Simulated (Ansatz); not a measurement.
## Is this CaICl structure stable?

The cell was found from a structure generator's guess, not taken from experiment.

All numbers below come from Ansatz, DFT PBE, scalar-relativistic, plane waves, PAW. Plane waves to 420 eV, a 6×6×1 mesh through Γ for the 3-atom cell and 0.02 eV Gaussian smearing; no spin polarisation.

The sheet is periodic along a and b; c holds vacuum.

```cif
data_structure
_symmetry_space_group_name_H-M 'P 1'
_symmetry_Int_Tables_number 1
_cell_length_a 4.1662
_cell_length_b 4.1662
_cell_length_c 30.4478
_cell_angle_alpha 90.000
_cell_angle_beta 90.000
_cell_angle_gamma 120.000
_cell_volume 457.68
loop_
_atom_site_label
_atom_site_type_symbol
_atom_site_fract_x
_atom_site_fract_y
_atom_site_fract_z
_atom_site_occupancy
Ca1 Ca 0.00000 0.00000 0.30399 1
I1 I 0.33333 0.66667 0.23684 1
Cl1 Cl 0.33333 0.66667 0.35323 1
```

Energies over the elements count from the elements' standard structures at the same level (Cl₂ as a molecule), with no fitted energy shifts.

Question: These tests were run: energy against the elements; random kick, then relaxation without symmetry; phonons on a 3×3×1 q mesh. What do they show?

Answer:

```
                                         test                                                                                    result
                  energy against the elements                                                                            −1.893 eV/atom
random kick, then relaxation without symmetry                                                                                   returns
                    phonons on a 3×3×1 q mesh  no imaginary mode on the mesh, but the interpolation dips to 10i cm⁻¹ between its points
```

It fails none of these tests. Other phases of the system weren't compared here, so this isn't yet thermodynamic stability.

Spin–orbit coupling, which can matter for I, is left out. The reference form of I is held partly by dispersion forces, which this level lacks. The kick test ran on a coarse mesh. The run for the phonons used a 6×6×1 k mesh.
